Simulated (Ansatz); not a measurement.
Consider the following.

BaSi:
```yaml
crystal:
  lattice:
    - [2.46965, -5.96998, 0.00000]
    - [2.46965, 5.96998, 0.00000]
    - [0.00000, 0.00000, 4.07473]
  atoms:
    - { symbol: Ba, position: [0.85859, 0.14141, 0.75000] }
    - { symbol: Ba, position: [0.14141, 0.85859, 0.25000] }
    - { symbol: Si, position: [0.55789, 0.44211, 0.75000] }
    - { symbol: Si, position: [0.44211, 0.55789, 0.25000] }
```

This is the PBEsol-relaxed structure.

Task: All from PBEsol (plane waves, PAW; program Ansatz), unless another level is named. Give the electronic character.

Result: metallic (no gap).

Task: What about the formation energy from the elements (no fitted shifts)?

Result: -48 kJ/mol of atoms.

Task: And the density of states at the Fermi level?

Result: 0.35 states/eV per atom (mean over ±0.08 eV).

Space group Cmcm. The workflow started from an entry of the Crystallography Open Database (COD). Its standing as an ambient phase is unchecked. The PBEsol relaxation kept the symmetry of its start; whether a distortion lowers the energy is not shown. The references are the lowest solids computed at this level, not always the standard phases. Spin–orbit coupling is left out wherever it is not named.

Potentials: the later of the program's two PAW sets.
